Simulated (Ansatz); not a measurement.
Space group Fm-3m (No. 225). a = 4.712 Å, b = 4.712 Å, c = 4.712 Å, α = 90.00°, β = 90.00°, γ = 90.00°
```json
{"atom": "Zr", "site": "4b", "symmetry": "m-3m", "x": "0.5000", "y": "0.0000", "z": "0.0000"}
{"atom": "C", "site": "4a", "symmetry": "m-3m", "x": "0.0000", "y": "0.0000", "z": "0.0000"}
```

Equation of state of this ZrC structure (not necessarily the ground state), with shape and atoms relaxed at each volume where symmetry leaves them free. It has no gap at any of these volumes. The calculation used DFT r2SCAN, scalar-relativistic, plane waves, PAW in Ansatz.

Plane waves to 500 eV, a k mesh through Γ of 16×16×16 on the computed 2-atom cell and Gaussian smearing (0.10 eV); no spin polarisation.

| V (Å³/atom) | E − E(largest V) (meV/atom) | P (GPa) |
| --- | --- | --- |
| 12.291 | 6.23 | 16.01 |
| 12.683 | -22.12 | 7.38 |
| 13.075 | -30.86 | -0.05 |
| 13.468 | -22.70 | -6.45 |
| 13.860 | 0.00 | -11.96 |

Problem. Fit a third-order Birch–Murnaghan equation to E(V).

Solution. V0 = 13.07 Å³/atom, B0 = 230 GPa, B0' = 4.0.

Cost: 5 runs of about 0.7 core-minutes in all, on Arm Neoverse V2 (shared hosts).